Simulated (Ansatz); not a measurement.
CaSe (rock salt, space group No. 225), LDA in the plane-wave PAW code Ansatz. The conduction-band minimum lies at X, with 3 equivalent valleys. Second derivatives d²E/dk² of the lowest band at one valley (eV·Å²), along Cartesian directions:

```
direction  d²E/dk²
---------  -------
[100]        5.449
[010]        29.43
[001]        29.43
[110]        17.44
[101]        17.44
[011]        29.42
```

**Question.** Find the principal effective masses, the density-of-states mass and the conductivity mass.

**Answer.** Off-diagonal terms follow from H_xy = H[110] − (H_xx + H_yy)/2, and m*/mₑ = 7.620 eV·Å² over each eigenvalue: 0.26, 0.26, 1.4. One valley's DOS mass (m₁m₂m₃)^(1/3) = 0.45, conductivity mass 3/(Σ 1/mᵢ) = 0.36 mₑ.

**Question.** What effective density of states Nc follows at 300 K for parabolic valleys?

**Answer.** Nc = 2.509e19 × 3 × (0.45)^(3/2) ≈ 2.3e19 cm⁻³.

**Question.** With the computed static dielectric constant 11.8 (mean of the diagonal), estimate a hydrogenic donor's binding energy and radius.

**Answer.** E = 13.606 eV × 0.36/11.8² ≈ 35 meV; a = 0.529 Å × ε/m* ≈ 17 Å. Semilocal masses tend to be too small where the gap is.

**Question.** With ε∞ = 6.02 and ω_LO = 268 cm⁻¹, what Fröhlich coupling constant follows?

**Answer.** α = (1/ε∞ − 1/ε0) √(m* × 13.606 eV/ħω_LO) = 0.99.

Space group Fm-3m (rock salt). The LDA relaxation kept the symmetry of its start; phonons on a q-mesh show no instability. Spin–orbit coupling is left out wherever it is not named.

Potentials: the later of the program's two PAW sets.
